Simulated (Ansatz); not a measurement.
An Ansatz (an electronic-structure program) run. Input:

Ansatz 0.2 input:
```yaml
crystal:
  lattice:
    - [2.7368892077, 0.0, 0.0]
    - [-1.3684446038, 2.3702155812, 0.0]
    - [0.0, 0.0, 4.9280782499]
  atoms:
    - { symbol: Mo, position: [0.3333333333, 0.6666666667, 0.25] }
    - { symbol: Mo, position: [0.6666666667, 0.3333333333, 0.75] }
kpoints:
  mp_grid: { grid: [13, 13, 6] }
  band_path:
    path:
      - [[0.0, 0.0, 0.0], [0.5, 0.0, 0.0], [0.3333333333, 0.3333333333, 0.0], [0.0, 0.0, 0.0], [0.0, 0.0, 0.5], [0.5, 0.0, 0.5], [0.3333333333, 0.3333333333, 0.5], [0.0, 0.0, 0.5]]  # Γ-M-K-Γ-A-L-H-A
      - [[0.5, 0.0, 0.5], [0.5, 0.0, 0.0]]  # L-M
      - [[0.3333333333, 0.3333333333, 0.5], [0.3333333333, 0.3333333333, 0.0]]  # H-K
    npoints: 8
hamiltonian:
  xc: r2scan
  pseudopotentials: { azcp: { folder: ./paw }, kind: paw_fr }
magnetization: { noncollinear: true, spin_orbit: true }
scf:
  n_extra_bands: 12
  convergence: { dr2_threshold: 0.0000000001 }
  occupations: { method: gaussian, width: 0.05 }
output: { eigenvalues: true }
```

Output (shortened):

```
Pseudopotential: Mo, paw, valence charge 14
Functional definition: r2SCAN
non-collinear run that drives no moment, with spin-orbit …
Crystal: 2 atoms, lattice volume = 31.969 Å³
Basis set: ecut = 500 eV, 785 PW (Γ), exchange–correlation on 80×80×144 points (64 copies of the dense FFT grid, shifted against one another)
Bands: 40, of which v1, the nominal top of the filled ones, is band 28 counted from 1 (27 counted from 0)
Symmetry: 24 space group operations + 24 with time reversal
k-points: 84 of 1014
Projection manifold: j_resolved (fully-relativistic pseudo-atomic orbitals)
SCF iter   1: F=—  HF=-9923.640932 eV  |F-HF|=—  |Δ(HF+E_count)|=         —  Δρ=9.75e-2  dr2=3.17e0  dr2_τ=2.01e-2  dr2_m=0.00e0 (ungated)  ethr=3.10e-3  |M|=0.00e0 ∫|m|=0.00e0 μB  |m|>n=0.0e0 m-floor=0.0e0 τ_xc=0.0e0  β_m=0.30  ⟨swp⟩=6.1  Hψ=7746  notcnv=0  defer=54
preconditioner: auto → Kerker (q_TF=auto, 2.669 Å⁻¹)
spin=Noncollinear: Kerker preconditioning applied to the charge; magnetization (m_x, m_y, m_z) channels mix plain (no charge-response kernel on spin).
SCF iter   2: F=—  HF=-9923.066918 eV  |F-HF|=—  |Δ(HF+E_count)|=   5.74e-1  Δρ=7.06e-2  dr2=1.62e0  dr2_τ=1.06e-2  dr2_m=0.00e0 (ungated)  ethr=3.10e-3  |M|=0.00e0 ∫|m|=0.00e0 μB  |m|>n=0.0e0 m-floor=0.0e0 τ_xc=0.0e0  β_m=0.65  ⟨swp⟩=3.0  Hψ=3227  notcnv=0  defer=392
SCF iter   3: F=—  HF=-9922.779370 eV  |F-HF|=—  |Δ(HF+E_count)|=   2.88e-1  Δρ=1.17e-2  dr2=2.47e-2  dr2_τ=5.29e-4  dr2_m=0.00e0 (ungated)  ethr=3.10e-3  |M|=0.00e0 ∫|m|=0.00e0 μB  |m|>n=0.0e0 m-floor=0.0e0 τ_xc=0.0e0  β_m=0.82  ⟨swp⟩=2.0  Hψ=2903  notcnv=0  defer=392
SCF iter   4: F=—  HF=-9922.790875 eV  |F-HF|=—  |Δ(HF+E_count)|=   1.15e-2  Δρ=2.35e-3  dr2=1.32e-3  dr2_τ=2.63e-5  dr2_m=0.00e0 (ungated)  ethr=8.82e-5  |M|=0.00e0 ∫|m|=0.00e0 μB  |m|>n=0.0e0 m-floor=0.0e0 τ_xc=0.0e0  β_m=0.90  ⟨swp⟩=3.0  Hψ=3161  notcnv=0  defer=388
SCF iter   5: F=—  HF=-9922.790882 eV  |F-HF|=—  |Δ(HF+E_count)|=   7.06e-6  Δρ=5.06e-4  dr2=4.71e-5  dr2_τ=1.89e-6  dr2_m=0.00e0 (ungated)  ethr=4.72e-6  |M|=0.00e0 ∫|m|=0.00e0 μB  |m|>n=0.0e0 m-floor=0.0e0 τ_xc=0.0e0  β_m=0.95  ⟨swp⟩=2.0  Hψ=2664  notcnv=0  defer=388
SCF iter   6: F=—  HF=-9922.790935 eV  |F-HF|=—  |Δ(HF+E_count)|=   5.28e-5  Δρ=9.38e-5  dr2=1.61e-6  dr2_τ=3.52e-8  dr2_m=0.00e0 (ungated)  ethr=1.68e-7  |M|=0.00e0 ∫|m|=0.00e0 μB  |m|>n=0.0e0 m-floor=0.0e0 τ_xc=0.0e0  β_m=0.97  ⟨swp⟩=2.0  Hψ=2508  notcnv=0  defer=388
SCF iter   7: F=—  HF=-9922.790936 eV  |F-HF|=—  |Δ(HF+E_count)|=   9.78e-7  Δρ=1.96e-5  dr2=9.46e-8  dr2_τ=1.29e-9  dr2_m=0.00e0 (ungated)  ethr=5.74e-9  |M|=0.00e0 ∫|m|=0.00e0 μB  |m|>n=0.0e0 m-floor=0.0e0 τ_xc=0.0e0  β_m=0.99  ⟨swp⟩=2.1  Hψ=2241  notcnv=0  defer=388
SCF iter   8: F=—  HF=-9922.790936 eV  |F-HF|=—  |Δ(HF+E_count)|=   3.99e-8  Δρ=3.82e-6  dr2=4.93e-9  dr2_τ=7.48e-11  dr2_m=0.00e0 (ungated)  ethr=3.38e-10  |M|=0.00e0 ∫|m|=0.00e0 μB  |m|>n=0.0e0 m-floor=0.0e0 τ_xc=0.0e0  β_m=0.99  ⟨swp⟩=3.0  Hψ=2726  notcnv=0  defer=388
SCF iter   9: F=-9922.790936 eV  HF=-9922.790936 eV  |F-HF|=2.91e-11  |Δ(HF+E_count)|=  5.89e-10  Δρ=5.98e-7  dr2=6.85e-11  dr2_τ=9.97e-13  dr2_m=0.00e0 (ungated)  ethr=1.00e-12  |M|=0.00e0 ∫|m|=0.00e0 μB  |m|>n=0.0e0 m-floor=0.0e0 τ_xc=0.0e0  ⟨swp⟩=6.7  Hψ=6896  notcnv=0
SCF 1 converged in 9 iterations: F = -9922.790936 eV  dr2 = 6.85e-11
NSCF: frozen V_eff on 75 k-points
SCF converged after 9 iterations
Magnetization: |M| = 0.0000 μB,  M = (+0.0000, +0.0000, +0.0000) μB
Absolute magnetization: 0.0000 μB (∫|m|)
  site 0: m = (+0.0000, +0.0000, +0.0000) μB, |m| = 0.0000 μB  (R = 1.13 Å)
  site 1: m = (+0.0000, +0.0000, +0.0000) μB, |m| = 0.0000 μB  (R = 1.13 Å)
Free energy (F): -9922.790936 eV
Harris-Foulkes:  -9922.790936 eV  (|F-HF|=2.91e-11)
Internal energy: -9922.787387 eV  (E = F + TS)
E sigma→0 (E₀):  -9922.789161 eV
Entropy (-TS):   -0.003550 eV (-1.775 meV/atom)
Fermi energy:    20.244160 eV
--- Per-component energies (eV) ---
  E_band       = -147.775561
  E_kinetic    = 842.528740
  E_local      = -1581.911296  (includes V_loc(G=0)·N_el)
  E_nonlocal   = 296.519774
  E_hartree    = 537.824595
  E_xc         = -341.026406
  E_vxc        = -490.266180  (∫ρ·V_xc dr)
  E_paw        = -6445.053998  (= ΣΔE_a)
  E_vpaw       = -323.097589  (= ΣTr[D̂ρ^β])
  E_aug_tail   = 0.000045  (compensation charges beyond the density's cutoff)
  E_vtau       = 32.801846  (kinetic-family band-sum trace: ∫τ·v_τ [+ j·A + Jᵃ·Aᵃ] dr)
  E_ewald      = -3231.226244
  E_core_change = -0.442596  (= ΣΔE_core)
  E_smearing   = -0.003550  (= −TS)
  E_closure    = 0.000000  (closes the sum)
  Σ components = -9922.790936   (vs F -9922.790936, Δ=0.00e0)
  [band-id]    e_kinetic+e_local+e_nonlocal+2·e_hartree+e_vxc+e_vpaw+e_augmentation_tail+e_vtau = -147.775472   (vs E_band -147.775561, Δ=8.91e-5)
--- Band table (eV; the first three rows and the last of 84) ---
  k-point 0: bands = ["-42.6264", "-42.6264", "-42.4604", "-42.4604", "-17.4480", "-17.4480", "-16.9059", "-16.9059", "-15.1030", "-15.1030", "-14.4430", "-14.4430", "-14.3273", "-14.3273", "-14.2187", "-14.2187", "12.9562", "12.9562", "15.1554", "15.1554", …
  k-point 1: bands = ["-42.6154", "-42.6154", "-42.4716", "-42.4716", "-17.4069", "-17.4069", "-16.9372", "-16.9372", "-15.0674", "-15.0674", "-14.4964", "-14.4964", "-14.3200", "-14.3200", "-14.2260", "-14.2260", "13.2127", "13.2127", "15.1747", "15.1747", …
  k-point 2: bands = ["-42.5854", "-42.5854", "-42.5024", "-42.5024", "-17.2978", "-17.2978", "-17.0263", "-17.0263", "-14.9642", "-14.9642", "-14.6354", "-14.6354", "-14.3003", "-14.3003", "-14.2460", "-14.2460", "13.8971", "13.8971", "15.1245", "15.1245", …
  k-point 83: bands = ["-42.2758", "-42.2758", "-42.2758", "-42.2758", "-17.6444", "-17.6444", "-17.6241", "-17.6241", "-15.4574", "-15.4574", "-15.3230", "-15.3230", "-14.9846", "-14.9846", "-14.8702", "-14.8702", "16.7935", "16.7935", "16.8300", "16.8300", …
```

Cost: about 50 core-seconds (a rough figure) on shared cores.

Space group P6_3/mmc (hcp (Mg type)). The start of the workflow was typed in or built on a structure type; the Crystallography Open Database copy checked does not list it. It is not the phase usual at ambient conditions (space group No. 229). The r²SCAN relaxation kept the symmetry of its start; whether a distortion lowers the energy is not shown. No spin polarisation was allowed.

Potentials: the earlier of the program's two PAW sets.

Ansatz is a plane-wave DFT program.
